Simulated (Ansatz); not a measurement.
SrCl2:
```xyz
3
Lattice="0.0000 3.5040 3.5040 3.5040 0.0000 3.5040 3.5040 3.5040 0.0000" Properties=species:S:1:pos:R:3 pbc="T T T"
Sr     0.0000     0.0000     0.0000
Cl     1.7520     1.7520     1.7520
Cl     5.2560     5.2560     5.2560
```

Relaxed with HSE06.

Task: Give the Bader charges and basin volumes of the independent atoms, plane-wave PAW HSE06 (Ansatz code).

Result: 

```csv
atom,Bader charge (e),Bader volume (Å³)
Sr1,+1.66,18.9
Cl2,-0.83,32.1
```

Space group Fm-3m (fluorite). The HSE06 relaxation kept the symmetry of its start.

Potentials: the later of the program's two PAW sets.
